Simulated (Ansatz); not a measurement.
TiAl3:
Space group I4/mmm (No. 139); a = b = 3.845 Å, c = 8.622 Å, α = β = γ = 90.00°

```tsv
atom	site	symmetry	x	y	z
Al	2b	4/mmm	0.0000	0.0000	0.5000
Al	4d	-4m2	0.0000	0.5000	0.2500
Ti	2a	4/mmm	0.0000	0.0000	0.0000
```
(The calculation used a cell of 4 atoms; values per cell refer to that cell.)

Relaxed at zero pressure with the program Ansatz at the PBE level (PAW).

**Question.** The volume is raised by 3 % and shape and atoms relax at that volume. What pressure results, and how do the axes share the change?

**Answer.** -2.9 GPa; a 1.0 %, b 1.0 %, c 1.1 %; the energy rises by 4 meV/atom.

**Question.** Give the new structure.

**Answer.** 
Space group I4/mmm (No. 139); a = b = 3.8821 Å, c = 8.7130 Å, α = β = γ = 90.00°

```csv
atom,site,symmetry,x,y,z
Al,2b,4/mmm,0.0000,0.0000,0.5000
Al,4d,-4m2,0.0000,0.5000,0.2500
Ti,2a,4/mmm,0.0000,0.0000,0.0000
```

The phase is kept; no other phase was compared at this pressure.

The PBE relaxation kept the symmetry of its start. No spin polarisation was allowed. Axis ratios of metals converge slowly with the k-mesh, so a and c are less sure than the volume.

Potentials: the later of the program's two PAW sets.
